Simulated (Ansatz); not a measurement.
## Every step of a relaxation of Pt (fcc type)

DFT, LDA, all-electron LAPW, non-relativistic (Ansatz 0.2.0); a Γ-centred 18×18×18 k mesh, Fermi–Dirac smearing of 0.05 eV, no spin polarisation. The run relaxes cell and atoms at a target pressure of 0 GPa.

Command: `ansatz run input.yaml --threads 1 --pin off --max-ram 3072MiB --backend cpu --events-out ev --progress --plain --runs-dir out` It took 2.1 min on 1 thread of Arm Neoverse V2, on a shared host, peak memory 0.51 GiB.

```yaml
crystal:
  lattice:
    - [0.0, 1.9469837642, 1.9469837642]
    - [1.9469837642, 0.0, 1.9469837642]
    - [1.9469837642, 1.9469837642, 0.0]
  atoms:
    - { symbol: Pt, position: [0.0, 0.0, 0.0] }
kpoints:
  mp_grid: { grid: [18, 18, 18] }
scf:
  occupations: { method: fermi_dirac, width: 0.05 }
hamiltonian:
  xc: lda
  pseudopotentials:
    kind: all_electron
    lapw: { basis_error: 0.0005 }
    relativity: none
output:
  forces: true
  stress: true
  eigenvalues: true
  populations: true
relax:
  f_tol: 0.005
  max_steps: 25
  cell: {}
```

Each step lists its free energy a cell above the last geometry, the pressure, the cell vectors (Å), and Cartesian positions (Å) with forces (eV/Å).

The first step:

```
step 1  dF = 191.65 meV  P = 35.0 GPa
  cell 0.0000 1.9470 1.9470  1.9470 0.0000 1.9470  1.9470 1.9470 0.0000
  Pt 0.0000 0.0000 0.0000   0.0000 0.0000 0.0000
```

Problem. Where does the relaxation end, and by which steps?

Solution. After 4 geometries, with conventional a, b, c = 4.064, 4.064, 4.064 Å, at 16.776 Å³/atom (+13.65 % against the start) in space group Fm-3m, with a shortest distance of 2.873 Å. The further steps:
```
step 2  dF = 1.62 meV  P = -2.36 GPa
  cell 0.0000 2.0406 2.0406  2.0406 0.0000 2.0406  2.0406 2.0406 0.0000
  Pt 0.0000 0.0000 0.0000   0.0000 0.0000 0.0000
step 3  dF = 0.11 meV  P = -0.62 GPa
  cell 0.0000 2.0341 2.0341  2.0341 0.0000 2.0341  2.0341 2.0341 0.0000
  Pt 0.0000 0.0000 0.0000   0.0000 0.0000 0.0000
step 4  dF = 0.00 meV  P = 0.02 GPa
  cell 0.0000 2.0318 2.0318  2.0318 0.0000 2.0318  2.0318 2.0318 0.0000
  Pt 0.0000 0.0000 0.0000   0.0000 0.0000 0.0000
step 5  dF = 0.00 meV  P = 0.02 GPa  (same geometry on a basis chosen anew; earlier energies don't compare to the last digit)
  cell 0.0000 2.0318 2.0318  2.0318 0.0000 2.0318  2.0318 2.0318 0.0000
  Pt 0.0000 0.0000 0.0000   0.0000 0.0000 0.0000
```
